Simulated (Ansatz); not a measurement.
InGaSbAs:
```yaml
crystal:
  lattice:
    - [4.28345, 0.00000, 0.00000]
    - [0.00000, 4.31998, 0.00000]
    - [0.00000, 0.00000, 6.12867]
  atoms:
    - { symbol: In, position: [0.00000, 0.00000, 0.98249] }
    - { symbol: As, position: [0.00000, 0.50000, 0.73366] }
    - { symbol: Ga, position: [0.50000, 0.50000, 0.51647] }
    - { symbol: Sb, position: [0.50000, 0.00000, 0.27035] }
```

Relaxed with PBEsol. Special points in fractions of this cell's reciprocal vectors: Γ (0.000, 0.000, 0.000); X (0.500, 0.000, 0.000); S (0.500, 0.500, 0.000); Y (0.000, 0.500, 0.000); Z (0.000, 0.000, 0.500); U (0.500, 0.000, 0.500); R (0.500, 0.500, 0.500); T (0.000, 0.500, 0.500).

List the band energies nearest the Fermi level at these points for DFT-PBEsol in the program Ansatz with PAW potentials.

In eV from the Fermi level; about four levels below and three above (degenerate sets whole), none deeper than 8.9 eV; points with the same levels are listed once.

```json
[
 {"k": "Γ", "below": "-2.66 -0.61 -0.22 -0.16", "above": "0.05 1.13 1.50"},
 {"k": "X", "below": "-3.26 -3.08 -1.46 -1.17", "above": "2.00 2.09 4.27"},
 {"k": "S", "below": "-2.75 -2.72 -2.45 -2.42", "above": "1.01 1.05 1.26"},
 {"k": "Y", "below": "-3.36 -3.01 -1.93 -0.55", "above": "1.20 3.06 4.15 4.15"},
 {"k": "Z", "below": "-2.29 -2.02 -1.43 -1.00", "above": "1.18 1.50 2.41"},
 {"k": "U", "below": "-1.40 -1.25 -1.21 -1.12", "above": "0.21 0.53 3.84"},
 {"k": "R", "below": "-3.37 -3.25 -3.17 -3.13", "above": "3.59 3.67 3.87"},
 {"k": "T", "below": "-1.28 -1.21 -0.41 -0.16", "above": "1.09 3.56 3.92"}
]
```

Space group Pmm2. The start of the workflow was typed in or built on a structure type; neither database checked (COD, Materials Project) lists it. Its standing as an ambient phase is unchecked. The PBEsol relaxation kept the symmetry of its start; its stability against distortions is not shown here. The Fermi level of a semimetal is unsure by some 0.05 eV on such meshes. Scalar-relativistic: spin–orbit coupling is off unless named, which matters more the heavier the elements.

Potentials: the later of the program's two PAW sets.
